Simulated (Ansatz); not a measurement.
## Relaxation path: Mo (hcp type)

DFT, PBEsol, PAW with Ansatz's default frozen-core files, scalar-relativistic (Ansatz 0.2.0); a Γ-centred 16×16×9 k mesh, Fermi–Dirac smearing of 0.1 eV, no spin polarisation. The run relaxes shape and atoms at held volume.

Command: `ansatz run input.yaml --threads 1 --pin off --max-ram 2048MiB --backend cpu --events-out ev --progress --plain --runs-dir out` It took 13 s on 1 thread of Arm Neoverse V1, on a shared host, peak memory 0.35 GiB.

PAW: frozen-core files, cutoff 420 eV; forces are relaxed below 0.005 eV/Å.

Each step lists its free energy a cell above the last geometry, the pressure, the cell vectors (Å), and Cartesian positions (Å) with forces (eV/Å).

The first step:

```
step 1  dF = 354.23 meV  P = 660.0 GPa
  cell 2.1693 0.0000 0.0000  -1.0847 1.8787 0.0000  0.0000 0.0000 3.8310
  Mo 0.0000 1.2524 0.9578   0.0000 0.0000 0.0000
  Mo 1.0847 0.6262 2.8733   0.0000 0.0000 0.0000
```

The PAW files were made under PBE. The structure type is held throughout; the real material can change phase at far lower pressure. At this compression frozen-core PAW has no all-electron check here.

The symmetry of the start is kept and no stability test is made, so the end need not be the stable phase.

Task: Where does the relaxation end, and by which steps?

Result: After 4 geometries, with conventional a, b, c = 2.238, 2.238, 3.601 Å, at 7.807 Å³/atom and 657.4 GPa in space group P6_3/mmc, with a shortest distance of 2.216 Å. The further steps:
```
step 2  dF = 33.25 meV  P = 656.4 GPa
  cell 2.2157 0.0000 0.0000  -1.1079 1.9189 0.0000  0.0000 0.0000 3.6722
  Mo 0.0000 1.2793 0.9180   0.0000 0.0000 0.0000
  Mo 1.1079 0.6396 2.7541   0.0000 0.0000 0.0000
step 3  dF = 0.52 meV  P = 657.3 GPa
  cell 2.2349 0.0000 0.0000  -1.1175 1.9355 0.0000  0.0000 0.0000 3.6094
  Mo 0.0000 1.2903 0.9023   0.0000 0.0000 0.0000
  Mo 1.1175 0.6452 2.7070   0.0000 0.0000 0.0000
step 4  dF = 0.00 meV  P = 657.4 GPa
  cell 2.2376 0.0000 0.0000  -1.1188 1.9378 0.0000  0.0000 0.0000 3.6008
  Mo 0.0000 1.2919 0.9002   0.0000 0.0000 0.0000
  Mo 1.1188 0.6459 2.7006   0.0000 0.0000 0.0000
step 5  dF = -0.09 meV  P = 657.4 GPa  (same geometry on a basis chosen anew; earlier energies don't compare to the last digit)
  cell 2.2376 0.0000 0.0000  -1.1188 1.9378 0.0000  0.0000 0.0000 3.6008
  Mo 0.0000 1.2919 0.9002   0.0000 0.0000 0.0000
  Mo 1.1188 0.6459 2.7006   0.0000 0.0000 0.0000
```
